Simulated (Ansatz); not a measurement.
CdTe (wurtzite, P6_3mc), plane-wave PAW r²SCAN (Ansatz code), all energies at zero smearing, with the estimated change up to a 700 eV cutoff added, with one set of potentials and settings (totals compare only within such a set). Cell of 4 atoms (2 Cd, 2 Te): -30528.276 eV.

| element | reference phase | E (eV/atom) |
|---|---|---|
| Cd | P6_3/mmc, 2 atoms in the cell | -8268.1834 |
| Te | P3_121, 3 atoms in the cell | -6994.8235 |

Formation energy per atom, worked out: (-30528.276 − 2×(-8268.1834) − 2×(-6994.8235))/4 = -0.565 eV/atom (-55 kJ per mol of atoms), at 0 K, without zero-point energy or fitted corrections.

The workflow started from a Materials Project entry (that database holds measured and hypothetical structures alike); the Crystallography Open Database copy checked does not list it. It is not the phase usual at ambient conditions (space group No. 216). The r²SCAN relaxation kept the symmetry of its start; its stability against distortions is not shown here. The references are the lowest solids computed at this level, not always the standard phases. Scalar-relativistic: spin–orbit coupling is off unless named, which matters more the heavier the elements.

Potentials: the later of the program's two PAW sets.
